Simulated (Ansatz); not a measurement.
KScS2O8:
```
KScS2O8
1.0
    4.24270     2.64809     0.00000
   -4.24270     2.64809     0.00000
   -0.55672     0.00000     7.90390
K Sc S O
1 1 2 8
Direct
  0.00000   0.00000   0.50000
  0.00000   0.00000   0.00000
  0.36647   0.63353   0.21269
  0.63353   0.36647   0.78731
  0.31269   0.68731   0.38178
  0.68731   0.31269   0.61822
  0.69294   0.76187   0.18646
  0.30706   0.23813   0.81354
  0.76187   0.69294   0.81354
  0.23813   0.30706   0.18646
  0.23534   0.76466   0.07909
  0.76466   0.23534   0.92091
```

Relaxed with r²SCAN.

Task: Give the Bader charges and basin volumes of the independent atoms, plane-wave PAW r²SCAN (Ansatz code).

Result: 

| atom | Bader charge (e) | Bader volume (Å³) |
|---|---|---|
| K1 | +0.92 | 20.6 |
| Sc2 | +2.23 | 8.3 |
| S3 | +4.12 | 3.5 |
| O5 | -1.42 | 19.8 |
| O7 | -1.43 | 16.0 |
| O11 | -1.42 | 15.2 |

Space group C2/m. The workflow started from a Materials Project entry (that database holds measured and hypothetical structures alike); the Crystallography Open Database copy checked does not list it. Whether it is the stable phase at ambient conditions was not checked. The cell was relaxed with r²SCAN under the symmetry of its start; its stability against distortions is not shown here. The run is not spin-polarised.

Potentials: the later of the program's two PAW sets.
